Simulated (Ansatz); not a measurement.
Structure relaxation, VSi2

The start is a generated trial cell of VSi2 in the AlB2 structure type. The structure is fully relaxed (lattice and positions, P = 0) with PBE (plane waves to 420 eV, PAW, scalar-relativistic; Ansatz, a program for electronic structure). The first steps use a coarse 6×6×5 k-mesh.

Initial structure:
```
CELL_PARAMETERS angstrom
      4.23018     0.00000     0.00000
     -2.11509     3.66345     0.00000
      0.00000     0.00000     4.58028
ATOMIC_POSITIONS crystal
  V  0.00000 0.00000 0.00000
  Si 0.33333 0.66667 0.50000
  Si 0.66667 0.33333 0.50000
```
Spin-polarised start, with parallel moments on V.

Question: What pressure does the first self-consistent step give?

Answer: -13 GPa (negative: the cell is under tension).

Question: By how much does the energy per atom fall from start to end?

Answer: About 1.11 eV/atom.

Question: How does the volume per atom move from start to end?

Answer: -44.7 %, from 23.66 to 13.08 Å³/atom.

Question: How do the shortest distances between atoms change?

Answer: The closest pairs of elements (up to four, under 3.6 Å), start → end: Si–Si 2.44 → 2.46 Å; V–V 4.23 → 2.49 Å; Si–V 3.35 → 2.76 Å.

Question: What magnetic moments remain?

Answer: Zero (the starting moments vanished).

The space group stays P6/mmm (No. 191) (the run could not lower it), with 3 atoms in the primitive cell. Final values are on a 13×13×19 k-mesh of the relaxed cell. No spin polarisation in the result: the starting moments vanished. The relaxed primitive cell holds an odd number of electrons. A magnetic state may lie lower.

The run could not lose the symmetry of its start: the end is stationary, and may be a saddle point rather than a minimum.

All atoms sit on sites fixed by symmetry, so only the cell could relax.

The relaxed structure here is a generated cell of VSi2: the first start was made by placing the elements on the sites of a structure type, and the end was not matched to a known phase here, so it may be hypothetical.
